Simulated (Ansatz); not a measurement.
**MoS2 under strain — Mo-97 nuclear quadrupole resonance**

Cell: a structure deposited in the COD, relaxed with PBE at fixed cell and then changed (z stretched by 2 %, ions relaxed).

```cif
data_structure
_symmetry_space_group_name_H-M 'P 1'
_symmetry_Int_Tables_number 1
_cell_length_a 3.1400
_cell_length_b 3.1400
_cell_length_c 12.7806
_cell_angle_alpha 90.000
_cell_angle_beta 90.000
_cell_angle_gamma 120.000
_cell_volume 109.13
loop_
_atom_site_label
_atom_site_type_symbol
_atom_site_fract_x
_atom_site_fract_y
_atom_site_fract_z
_atom_site_occupancy
Mo1 Mo 0.33333 0.66667 0.25000 1
Mo2 Mo 0.66667 0.33333 0.75000 1
S3 S 0.33333 0.66667 0.62681 1
S4 S 0.66667 0.33333 0.12681 1
S5 S 0.33333 0.66667 0.87319 1
S6 S 0.66667 0.33333 0.37319 1
```

Sites (sets of like atoms) are named by element and the number of their first atom in this list.

Level of theory: DFT, PBE, plane waves and PAW, scalar-relativistic, collinear spin, 420 eV cutoff, Γ-centred 16×16×4 k-points, Fermi–Dirac smearing 0.02 eV (Ansatz 0.2.0). Start moments as typed (μB): 2 on each Mo, none on the rest.

Mo-97: I = 5/2, Q = 255.0 mb (year-2017 value). Static lattice, zero field.

Question: The simulated lines lie at 6.56, 13.1 MHz. What are |C_Q|, η and |V_zz| at Mo?

Answer: For I = 5/2 and η = 0 the lines are 3|C_Q|/20 and twice that; η pulls their ratio below 2. Here |C_Q| = 43.7 MHz, η = 0.00 and |V_zz| = 7.09 × 10²¹ V/m². The calculation gives V_zz negative; the lines don't show the sign. The site has 6 S at 2.40 Å.

An axis of threefold or higher order runs through Mo, so V_zz lies along it and η is zero.

Without spin–orbit coupling (the program notes it for Mo) the gradients can shift somewhat, as the gap is small. The start moments die out, and the run ends without spin.

The relaxation (4 steps) took 39 s of wall time (39 s of CPU time) and 0.91 GiB at its peak, on 1 thread of AMD EPYC 9R45 (Zen 5) (x86_64; 16 cores open to the job, memory cap 3.0 GiB, no GPU), a shared host with a load of 0.2 a core.
